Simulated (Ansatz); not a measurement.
These are results of DFT PBE, scalar-relativistic, plane waves, PAW in Ansatz, not measurements. All cells share a 420 eV cutoff and Γ-centred k meshes spaced about 0.3 Å⁻¹ or finer (0.25 for metals, 2π included). Collinear spin in cells that started with moments and kept them past the coarse steps, no spin elsewhere.

These are static total energies at zero pressure. All come from trial cells, and lower structures may exist.

**Question.** Which of these relaxed structures of Ti3Al3Cu2 is the lowest in energy?
A.

```cif
data_structure
_symmetry_space_group_name_H-M 'P-62m'
_symmetry_Int_Tables_number 189
_cell_length_a 6.8698
_cell_length_b 6.8698
_cell_length_c 3.0266
_cell_angle_alpha 90.000
_cell_angle_beta 90.000
_cell_angle_gamma 120.000
_cell_volume 123.70
loop_
_atom_site_label
_atom_site_type_symbol
_atom_site_symmetry_multiplicity
_atom_site_Wyckoff_symbol
_atom_site_fract_x
_atom_site_fract_y
_atom_site_fract_z
_atom_site_occupancy
Ti1 Ti 3 g 0.40190 0.00000 0.50000 1
Al1 Al 3 f 0.76240 0.00000 0.00000 1
Cu1 Cu 2 c 0.33333 0.66667 0.00000 1
```

B.

```cif
data_structure
_symmetry_space_group_name_H-M 'P4/mmm'
_symmetry_Int_Tables_number 123
_cell_length_a 2.8615
_cell_length_b 2.8615
_cell_length_c 14.6958
_cell_angle_alpha 90.000
_cell_angle_beta 90.000
_cell_angle_gamma 90.000
_cell_volume 120.33
loop_
_atom_site_label
_atom_site_type_symbol
_atom_site_symmetry_multiplicity
_atom_site_Wyckoff_symbol
_atom_site_fract_x
_atom_site_fract_y
_atom_site_fract_z
_atom_site_occupancy
Ti1 Ti 1 b 0.00000 0.00000 0.50000 1
Ti2 Ti 2 h 0.50000 0.50000 0.86474 1
Al1 Al 2 g 0.00000 0.00000 0.27030 1
Al2 Al 1 a 0.00000 0.00000 0.00000 1
Cu1 Cu 2 h 0.50000 0.50000 0.62266 1
```

C.

```cif
data_structure
_symmetry_space_group_name_H-M 'Pmmm'
_symmetry_Int_Tables_number 47
_cell_length_a 3.7970
_cell_length_b 3.9890
_cell_length_c 7.9595
_cell_angle_alpha 90.000
_cell_angle_beta 90.000
_cell_angle_gamma 90.000
_cell_volume 120.56
loop_
_atom_site_label
_atom_site_type_symbol
_atom_site_symmetry_multiplicity
_atom_site_Wyckoff_symbol
_atom_site_fract_x
_atom_site_fract_y
_atom_site_fract_z
_atom_site_occupancy
Ti1 Ti 1 b 0.50000 0.00000 0.00000 1
Ti2 Ti 1 g 0.00000 0.50000 0.50000 1
Ti3 Ti 1 e 0.00000 0.50000 0.00000 1
Al1 Al 2 t 0.50000 0.50000 0.25291 1
Al2 Al 1 d 0.50000 0.00000 0.50000 1
Cu1 Cu 2 q 0.00000 0.00000 0.25404 1
```

D.

```cif
data_structure
_symmetry_space_group_name_H-M 'Pmmm'
_symmetry_Int_Tables_number 47
_cell_length_a 3.9739
_cell_length_b 3.9795
_cell_length_c 7.6141
_cell_angle_alpha 90.000
_cell_angle_beta 90.000
_cell_angle_gamma 90.000
_cell_volume 120.41
loop_
_atom_site_label
_atom_site_type_symbol
_atom_site_symmetry_multiplicity
_atom_site_Wyckoff_symbol
_atom_site_fract_x
_atom_site_fract_y
_atom_site_fract_z
_atom_site_occupancy
Ti1 Ti 2 t 0.50000 0.50000 0.74617 1
Ti2 Ti 1 b 0.50000 0.00000 0.00000 1
Al1 Al 1 d 0.50000 0.00000 0.50000 1
Al2 Al 1 e 0.00000 0.50000 0.00000 1
Al3 Al 1 g 0.00000 0.50000 0.50000 1
Cu1 Cu 2 q 0.00000 0.00000 0.74804 1
```

**Answer.** B. It has space group P4/mmm (No. 123); the next, D, with space group Pmmm (No. 47), lies 19 meV/atom higher. Largest moments: B 0.6 μB, D 0.5 μB, A no spin, C 0.2 μB. Counting all near atoms (those within 1.25 times the shortest distance at each site; a plus sign parts nearer from farther groups; a slash parts the counts of unlike sites), the lowest has Ti 12/12+2, Al 12/4+8, Cu 12 and the next has Ti 12, Al 12, Cu 12.

The k mesh leaves some 4 meV/atom of noise in the energy of each metallic cell. A magnetic state wasn't ruled out in cells without spin, among them P-62m. Another magnetic order may lie lower. Cells relaxed within their symmetry can be saddle points. Some candidate types were left out of the draw beforehand, so a known form may be missing.
